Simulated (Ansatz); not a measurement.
The relaxed structure here is a generated cell of Bi2Se3: the first start was made by placing the elements on the sites of a structure type, and the end was not matched to a known phase here, so it may be hypothetical. Known forms of Bi2Se3 include space group No. 166.

The end point of a relaxation of Bi2Se3. Space group R3 (No. 146). All values below come from PBE (plane waves to 420 eV, PAW, scalar-relativistic; Ansatz, a first-principles code).

```cif
data_Bi6Se9
_chemical_formula_sum 'Se9 Bi6'
_space_group_name_H-M_alt 'R3 :H'
_space_group_IT_number 146
_space_group_name_Hall 'R 3'
_cell_length_a 7.40513
_cell_length_b 7.40513
_cell_length_c 11.69280
_cell_angle_alpha 90.000
_cell_angle_beta 90.000
_cell_angle_gamma 120.000
loop_
_atom_site_label
_atom_site_type_symbol
_atom_site_symmetry_multiplicity
_atom_site_Wyckoff_symbol
_atom_site_fract_x
_atom_site_fract_y
_atom_site_fract_z
_atom_site_occupancy
Se1 Se 9 b 0.28018 0.34666 0.18329 1
Bi1 Bi 3 a 0.00000 0.00000 0.30944 1
Bi2 Bi 3 a 0.00000 0.00000 0.65512 1
```
(The calculation used a cell of 5 atoms; values per cell refer to that cell.)

### Question
Predict the band gap from PBE.

### Answer
1.36 eV, indirect (valence top at 80 % of the way from Γ to T, conduction bottom at 70 % of the way from Γ to T) (no spin-orbit coupling).

### Question
Give the smallest direct gap at the level PBE.

### Answer
1.42 eV at 80 % of the way from Γ to T.

No spin polarisation in the result. Without spin-orbit coupling the bands of the heavy element are not split, so the gap can be far off.

The run could not lose the symmetry of its start: the end is stationary, and may be a saddle point rather than a minimum.

It was reached from a disturbed copy of a R32 (No. 155) cell, against which it lies -0.027 eV/atom.
